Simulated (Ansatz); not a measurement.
The relaxed structure here is a generated cell of Co2Si: the first start was made by placing the elements on the sites of a structure type, and the end was not matched to a known phase here, so it may be hypothetical.

The end point of a relaxation of Co2Si. Space group C2 (No. 5). Level of theory: PBE (plane waves to 420 eV, PAW, scalar-relativistic; Ansatz, a first-principles code).

```cif
data_Co12Si6
_chemical_formula_sum 'Si6 Co12'
_space_group_name_H-M_alt 'C2'
_space_group_IT_number 5
_space_group_name_Hall 'C 2y'
_cell_length_a 4.26019
_cell_length_b 7.41339
_cell_length_c 6.23909
_cell_angle_alpha 90.000
_cell_angle_beta 99.417
_cell_angle_gamma 90.000
loop_
_space_group_symop_operation_xyz
  'x, y, z'
  '-x, y, -z'
  'x+1/2, y+1/2, z'
  '-x+1/2, y+1/2, -z'
loop_
_atom_site_label
_atom_site_type_symbol
_atom_site_symmetry_multiplicity
_atom_site_Wyckoff_symbol
_atom_site_fract_x
_atom_site_fract_y
_atom_site_fract_z
_atom_site_occupancy
Si1 Si 4 c 0.23142 0.22894 0.16847 1
Si2 Si 2 b 0.50000 0.03506 0.50000 1
Co1 Co 4 c 0.23294 0.89147 0.16317 1
Co2 Co 2 b 0.50000 0.70966 0.50000 1
Co3 Co 4 c 0.22500 0.56251 0.16827 1
Co4 Co 2 b 0.50000 0.37267 0.50000 1
```
(The calculation used a cell of 9 atoms; values per cell refer to that cell.)

Q: What is the computed magnetic moment (PBE)?

A: Net 0.59 μB/atom, ferromagnetic.

Spin state reached: ferromagnetic (net 0.59 μB/atom), from parallel starting moments; other spin orders were not run from this start.

It was reached from a disturbed copy of a P6₄22 (No. 181) cell, against which it lies -0.04 eV/atom.
